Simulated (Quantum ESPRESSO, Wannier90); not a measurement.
## Wannierisation of Na$_{2}$H$_{6}$Pt (Fm-3m)

Cell from Materials Project (mp-690785), symmetrised, no further relaxation. Not found in the COD (Crystallography Open Database) copy used; not checked further. Level: PBEsol, spinors with spin-orbit coupling; pw.x of Quantum ESPRESSO at 71 Ry with PseudoDojo potentials, 4×4×4 k-points, Wannier90. Density: 8×8×8 mesh, cold smearing 0.01 Ry.

On the energy scale of pw.x, whose zero is arbitrary, the valence-band maximum lies at 2.61 eV.

Input w.win:

```
num_bands = 12
num_wann = 12
exclude_bands = 1-12,25-96
spinors = true
num_iter = 1000
conv_tol = 1.0e-6
conv_window = 4
write_hr = true
write_u_matrices = true
auto_projections = true
begin unit_cell_cart
ang
    0.0000000000    3.6293150000    3.6293150000
    3.6293150000    0.0000000000    3.6293150000
    3.6293150000    3.6293150000    0.0000000000
end unit_cell_cart
begin atoms_frac
Na  -0.2500000000 -0.2500000000 -0.2500000000
Na   0.2500000000  0.2500000000  0.2500000000
H   -0.2255400000 -0.2255400000  0.2255400000
H    0.2255400000  0.2255400000 -0.2255400000
H    0.2255400000 -0.2255400000 -0.2255400000
H   -0.2255400000  0.2255400000  0.2255400000
H   -0.2255400000  0.2255400000 -0.2255400000
H    0.2255400000 -0.2255400000  0.2255400000
Pt   0.0000000000  0.0000000000  0.0000000000
end atoms_frac
mp_grid = 4 4 4
begin kpoints
0.0000000000 0.0000000000 0.0000000000
0.0000000000 0.0000000000 0.2500000000
0.0000000000 0.0000000000 0.5000000000
... (61 more lines: the 4x4x4 mesh through Gamma)
end kpoints
```

Input of pw2wannier90.x that gives the overlap and projection files (equivalent; here they were cut from one run over all bands):

```
&inputpp
  outdir = './out'
  prefix = 'pwscf'
  seedname = 'w'
  write_amn = .true.
  write_mmn = .true.
  atom_proj = .true.
  atom_proj_exclude = 1 2 9 10 11 12 19 20 21 22 23 24 25 26 27 28 29 30 31 32 33 34 35 36 37 38 39 40 41 42 43 44 45 46 47 48 49 50 51 52
/
```

Output w.wout (banner and timings cut):

```
                                    ------
                                    SYSTEM
                                    ------

                              Lattice Vectors (Ang)
                    a_1     0.000000   3.629315   3.629315
                    a_2     3.629315   0.000000   3.629315
                    a_3     3.629315   3.629315   0.000000

                   Unit Cell Volume:      95.61015  (Ang^3)

                        Reciprocal-Space Vectors (Ang^-1)
                    b_1    -0.865616   0.865616   0.865616
                    b_2     0.865616  -0.865616   0.865616
                    b_3     0.865616   0.865616  -0.865616

 *----------------------------------------------------------------------------*
 |   Site       Fractional Coordinate          Cartesian Coordinate (Ang)     |
 +----------------------------------------------------------------------------+
 | na   1  -0.25000  -0.25000  -0.25000   |   -1.81466  -1.81466  -1.81466    |
 | na   2   0.25000   0.25000   0.25000   |    1.81466   1.81466   1.81466    |
 | h    1  -0.22554  -0.22554   0.22554   |    0.00000   0.00000  -1.63711    |
 | h    2   0.22554   0.22554  -0.22554   |    0.00000   0.00000   1.63711    |
 | h    3   0.22554  -0.22554  -0.22554   |   -1.63711   0.00000   0.00000    |
 | h    4  -0.22554   0.22554   0.22554   |    1.63711   0.00000   0.00000    |
 | h    5  -0.22554   0.22554  -0.22554   |    0.00000  -1.63711   0.00000    |
 | h    6   0.22554  -0.22554   0.22554   |    0.00000   1.63711   0.00000    |
 | pt   1   0.00000   0.00000   0.00000   |    0.00000   0.00000   0.00000    |
 *----------------------------------------------------------------------------*
                                ------------
                                K-POINT GRID
                                ------------

             Grid size =  4 x  4 x  4      Total points =   64

 *---------------------------------- MAIN ------------------------------------*
 |  Number of Wannier Functions               :                12             |
 |  Number of Objective Wannier Functions     :                12             |
 |  Number of input Bloch states              :                12             |
 |  Output verbosity (1=low, 5=high)          :                 1             |
 |  Timing Level (1=low, 5=high)              :                 1             |
 |  Optimisation (0=memory, 3=speed)          :                 3             |
 |  Length Unit                               :               Ang             |
 |  Post-processing setup (write *.nnkp)      :                 F             |
 |  Using Gamma-only branch of algorithms     :                 F             |
 *----------------------------------------------------------------------------*
 *------------------------------- WANNIERISE ---------------------------------*
 |  Total number of iterations                :              1000             |
 |  Number of CG steps before reset           :                 5             |
 |  Trial step length for line search         :             2.000             |
 |  Convergence tolerence                     :         0.100E-05             |
 |  Convergence window                        :                 4             |
 |  Iterations between writing output         :                 1             |
 |  Iterations between backing up to disk     :               100             |
 |  Write r^2_nm to file                      :                 F             |
 |  Write xyz WF centres to file              :                 F             |
 |  Write on-site energies <0n|H|0n> to file  :                 F             |
 |  Use guiding centre to control phases      :                 F             |
 |  Use phases for initial projections        :                 F             |
 *----------------------------------------------------------------------------*
 *-------------------------------- PLOTTING ----------------------------------*
 |  Plotting Hamiltonian in WF basis          :                 T             |
 *----------------------------------------------------------------------------*

       ... (k-mesh section left out)

 Starting a new Wannier90 calculation ...

 Reading overlaps from w.mmn

 Reading projections from w.amn

 *------------------------------- WANNIERISE ---------------------------------*
 +--------------------------------------------------------------------+<-- CONV
 | Iter  Delta Spread     RMS Gradient      Spread (Ang^2)            |<-- CONV
 +--------------------------------------------------------------------+<-- CONV

 ------------------------------------------------------------------------------
 Initial State
  WF centre and spread    1  ( -1.814657, -1.814657, -1.814657 )     0.26196092
  WF centre and spread    2  ( -1.814658, -1.814657, -1.814658 )     0.26196092
  WF centre and spread    3  ( -1.814658, -1.814657, -1.814657 )     0.26196092
  WF centre and spread    4  ( -1.814658, -1.814658, -1.814658 )     0.26196092
  WF centre and spread    5  ( -1.814657, -1.814657, -1.814657 )     0.26055668
  WF centre and spread    6  ( -1.814658, -1.814657, -1.814657 )     0.26055668
  WF centre and spread    7  (  1.814658,  1.814658,  1.814657 )     0.26196092
  WF centre and spread    8  (  1.814657,  1.814658,  1.814658 )     0.26196092
  WF centre and spread    9  (  1.814658,  1.814658,  1.814658 )     0.26196092
  WF centre and spread   10  (  1.814657,  1.814658,  1.814658 )     0.26196092
  WF centre and spread   11  (  1.814658,  1.814658,  1.814658 )     0.26055668
  WF centre and spread   12  (  1.814657,  1.814657,  1.814658 )     0.26055668
  Sum of centres and spreads ( -0.000000,  0.000000,  0.000000 )     3.13791406

      0     0.314E+01     0.0000000000        3.1379140584  <-- CONV
        O_D=      0.0000000 O_OD=      0.0030986 O_TOT=      3.1379141 <-- SPRD
 ------------------------------------------------------------------------------
      1    -0.274E-09     0.0000186931        3.1379140581  <-- CONV
        O_D=      0.0000000 O_OD=      0.0030986 O_TOT=      3.1379141 <-- SPRD
      2    -0.532E-11     0.0000028483        3.1379140581  <-- CONV
        O_D=      0.0000000 O_OD=      0.0030986 O_TOT=      3.1379141 <-- SPRD
      3    -0.188E-11     0.0000025682        3.1379140581  <-- CONV
        O_D=      0.0000000 O_OD=      0.0030986 O_TOT=      3.1379141 <-- SPRD
      4    -0.520E-12     0.0000013205        3.1379140581  <-- CONV
        O_D=      0.0000000 O_OD=      0.0030986 O_TOT=      3.1379141 <-- SPRD
             <<<     Delta < 1.000E-06  over  4 iterations     >>>
             <<< Wannierisation convergence criteria satisfied >>>
 Final State
  WF centre and spread    1  ( -1.814657, -1.814657, -1.814657 )     0.26196092
  WF centre and spread    2  ( -1.814658, -1.814657, -1.814658 )     0.26196092
  WF centre and spread    3  ( -1.814658, -1.814657, -1.814657 )     0.26196092
  WF centre and spread    4  ( -1.814658, -1.814658, -1.814658 )     0.26196092
  WF centre and spread    5  ( -1.814657, -1.814657, -1.814657 )     0.26055668
  WF centre and spread    6  ( -1.814658, -1.814657, -1.814657 )     0.26055668
  WF centre and spread    7  (  1.814658,  1.814658,  1.814657 )     0.26196092
  WF centre and spread    8  (  1.814657,  1.814658,  1.814658 )     0.26196092
  WF centre and spread    9  (  1.814658,  1.814658,  1.814658 )     0.26196092
  WF centre and spread   10  (  1.814657,  1.814658,  1.814658 )     0.26196092
  WF centre and spread   11  (  1.814658,  1.814658,  1.814658 )     0.26055668
  WF centre and spread   12  (  1.814657,  1.814657,  1.814658 )     0.26055668
  Sum of centres and spreads ( -0.000000,  0.000000,  0.000000 )     3.13791406

         Spreads (Ang^2)       Omega I      =     3.134815400
        ================       Omega D      =     0.000000015
                               Omega OD     =     0.003098643
    Final Spread (Ang^2)       Omega Total  =     3.137914058
```
